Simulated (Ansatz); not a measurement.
How much do the gradients of Li2MgH2N2 depend on the method?

Cell: a Materials Project structure (computed, not necessarily an observed phase), taken as it stands.

```
Li Mg H N
1.0
     5.13678    0.00000    0.00000
     0.00000    9.76794    0.00000
     0.00000    0.00000    5.23601
Li Mg H N
8 4 8 8
Cartesian
  0.0000 2.4835 1.3090
  2.5684 2.4004 3.9270
  0.0000 7.2844 3.9270
  2.5684 7.3675 1.3090
  2.5684 5.0000 1.3090
  0.0000 9.6519 3.9270
  2.5684 4.7680 3.9270
  0.0000 0.1160 1.3090
  2.5684 2.3313 1.3090
  0.0000 2.5527 3.9270
  2.5684 7.4367 3.9270
  0.0000 7.2152 1.3090
  4.2798 4.3280 2.3556
  3.4254 0.5560 4.9737
  4.2798 5.4400 4.9737
  3.4254 9.2119 2.3556
  1.7114 9.2119 0.2624
  0.8570 5.4400 2.8804
  1.7114 0.5560 2.8804
  0.8570 4.3280 0.2624
  3.7401 3.4905 2.6324
  3.9651 1.3934 0.0144
  3.7401 6.2774 0.0144
  3.9651 8.3745 2.6324
  1.1717 8.3745 5.2216
  1.3967 6.2774 2.6036
  1.1717 1.3934 2.6036
  1.3967 3.4905 5.2216
```

Sites (sets of like atoms) are named by element and the number of their first atom in this list.

First run. Computed with Ansatz: DFT, PBE, plane waves and PAW, scalar-relativistic, 420 eV cutoff, Γ-centred 6×3×5 k-points, Fermi–Dirac smearing 0.02 eV.

| site | atom | V_zz (10²¹ V/m²) | η |
| --- | --- | --- | --- |
| Li1 | 1 | -0.10 | 0.51 |
| Li5 | 5 | 0.16 | 0.45 |
| Mg | 9 | -1.23 | 0.71 |
| H | 13 | 3.62 | 0.03 |
| N | 21 | 5.52 | 0.17 |

Second run. The same atoms and settings, except that the functional is r2SCAN and the cutoff is 500 eV.

Task: Given the first result, estimate the second.

Result: 

| site | atom | V_zz | η | change of V_zz |
| --- | --- | --- | --- | --- |
| Li1 | 1 | -0.096 | 0.57 | +0.01 |
| Li5 | 5 | 0.16 | 0.50 | 0.00 |
| Mg | 9 | -1.25 | 0.68 | -0.02 |
| H | 13 | 3.61 | 0.03 | -0.01 |
| N | 21 | 5.89 | 0.16 | +0.37 |

The largest change of V_zz is on N, from 5.52 to 5.89. In per cent, |V_zz| changes by +2 on Mg, 0 on H, +7 on N (all sites that start above 0.5).

With these PAW files V_zz is typically within 2 to 3 % of all-electron values, but misses above 10 % occur on Li.
For the second run: The largest force is 0.3 eV/Å, so the atoms aren't at the calculated equilibrium and relaxing them would move these values.
